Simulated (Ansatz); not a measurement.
The calculation used Ansatz, DFT PBE, scalar-relativistic, plane waves, PAW. Cutoff 420 eV, Γ-centred meshes of about 0.25 Å⁻¹ or finer for metals and 0.3 Å⁻¹ for insulators (2π included), Gaussian smearing. No spin polarisation.

All energies are static (0 K, no zero-point motion).

Two relaxed structures of CaTl4O3:

A.

```cif
data_structure
_symmetry_space_group_name_H-M 'R-3m:H'
_symmetry_Int_Tables_number 166
_cell_length_a 3.5453
_cell_length_b 3.5453
_cell_length_c 48.8721
_cell_angle_alpha 90.000
_cell_angle_beta 90.000
_cell_angle_gamma 120.000
_cell_volume 531.98
loop_
_atom_site_label
_atom_site_type_symbol
_atom_site_symmetry_multiplicity
_atom_site_Wyckoff_symbol
_atom_site_fract_x
_atom_site_fract_y
_atom_site_fract_z
_atom_site_occupancy
Ca1 Ca 3 b 0.66667 0.33333 0.83333 1
Tl1 Tl 6 c 0.33333 0.66667 0.77429 1
Tl2 Tl 6 c 0.33333 0.66667 0.96849 1
O1 O 6 c 0.33333 0.66667 0.85972 1
O2 O 3 a 0.00000 0.00000 0.00000 1
```

B.

```cif
data_structure
_symmetry_space_group_name_H-M 'P-43m'
_symmetry_Int_Tables_number 215
_cell_length_a 5.6011
_cell_length_b 5.6011
_cell_length_c 5.6011
_cell_angle_alpha 90.000
_cell_angle_beta 90.000
_cell_angle_gamma 90.000
_cell_volume 175.72
loop_
_atom_site_label
_atom_site_type_symbol
_atom_site_symmetry_multiplicity
_atom_site_Wyckoff_symbol
_atom_site_fract_x
_atom_site_fract_y
_atom_site_fract_z
_atom_site_occupancy
Ca1 Ca 1 a 0.00000 0.00000 0.00000 1
Tl1 Tl 4 e 0.30037 0.30037 0.30037 1
O1 O 3 d 0.00000 0.50000 0.00000 1
```

Question: Which would you expect to be lower, and how large is the difference?

Answer: A is lower, by 0.48 eV/atom. A has space group R-3m (No. 166), 22.2 Å³/atom and a gap of 0.96 eV on its mesh; B has space group P-43m (No. 215), 22.0 Å³/atom and a gap of 0.47 eV. Counting O atoms around Ca and Tl (those within 1.25 times the shortest such distance or 1.15 times the sum of covalent radii; the shortest distance is added where it is long for a bond), A and B both have Ca 6, Tl 3 from 2.6 Å. Both come from trial cells of a structure search.

Weakly bound directions are ill-defined at this level, which has no dispersion term (R-3m), and this can change margins and order among such cells. These runs have no spin–orbit coupling, which can matter for Tl. Kohn–Sham gaps at this level usually fall short of measured ones. The missing spin–orbit coupling can work the other way here. With atoms moved at random, A came back. B had no clear such test and can be a saddle point.
